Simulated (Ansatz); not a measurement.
# Stationary points along a deformation path in InSb₃

Computed with DFT PBE, scalar-relativistic, plane waves, PAW in Ansatz 0.2.0. Cutoff 420 eV, Γ-centred 12×12×12 k-points, Gaussian smearing of 0.15 eV. No spin polarisation. Energies are free energies at this smearing, counted from the undisturbed cell; pressure is positive in compression.

Reference structure (relaxed at this level; it needn't be the usual structure):

```yaml
crystal:
  lattice:
    - [4.81384, 0.00000, 0.00000]
    - [0.00000, 4.81384, 0.00000]
    - [0.00000, 0.00000, 4.81384]
  atoms:
    - { symbol: In, position: [0.00000, 0.00000, 0.00000] }
    - { symbol: Sb, position: [0.50000, 0.00000, 0.50000] }
    - { symbol: Sb, position: [0.00000, 0.50000, 0.50000] }
    - { symbol: Sb, position: [0.50000, 0.50000, 0.00000] }
```

At fixed volume and fractional coordinates, lengths along (0.000, 0.000, 1.000) are scaled against those across it; ρ is that ratio over its starting value. V = 27.888 Å³/atom. Δσ is the stress along the axis less the mean stress across it (compression positive).

| ρ | ΔE (meV/atom) | Δσ (GPa) | space group |
| --- | --- | --- | --- |
| 0.707 | -22.0 | 0.45 | P4/mmm |
| 0.780 | -14.5 | -1.03 | P4/mmm |
| 0.850 | -4.3 | -0.97 | P4/mmm |
| 0.920 | 0.7 | -0.08 | P4/mmm |
| 1.000 | 0.0 | 0.00 | Pm-3m |
| 1.200 | 5.0 | -0.74 | P4/mmm |
| 1.300 | 17.0 | -1.94 | P4/mmm |
| 1.414 | 48.6 | -4.96 | P4/mmm |

Question: How does the stress give the slope of the energy, and where is the energy stationary?

Answer: Along the path d ln(length) is 2/3 d ln ρ on the axis and −1/3 d ln ρ across it, so dE/d ln ρ = −(2/3) V Δσ: the energy falls with ρ where Δσ is positive. Δσ vanishes or changes sign between ρ = 0.707 and 0.780, a minimum (near 0.73 by linear interpolation); at ρ = 1.000 (Pm-3m), a stationary point at 0.0 meV/atom. Pairs of stationary points between two samples would go unseen, and could change a minimum read from distant neighbours into a maximum. At ρ = 1.000 the cell is cubic, where symmetry alone makes the stress isotropic and the slope zero.

Question: Integrate that slope from ρ = 1 to 0.780 by the trapezoid rule.

Answer: With V/N in Å³ and 1 eV/Å³ = 160.2 GPa the slopes at ρ = 1.000, 0.920, 0.850, 0.780 are 0, 9, 113, 119 meV/atom per unit of ln ρ. The steps add (-0.4) + (-4.8) + (-10.0) = -15.2 meV/atom, against -14.5 from the energies; the trapezoid rule misses the curvature of the slope within each step.

Question: Is the start the lowest point of the path?

Answer: No: ρ = 0.707 lies 22.0 meV/atom lower, behind a rise of at least 0.7 meV/atom. Volume and inner coordinates are held, so a relaxed structure there would lie lower still.

In a metal these slopes depend on the k mesh and the smearing.

Cost: 8 runs of about 8.6 core-minutes in all, on Intel Xeon Processor @ 2.50GHz (Skylake/Cascade Lake) (shared hosts).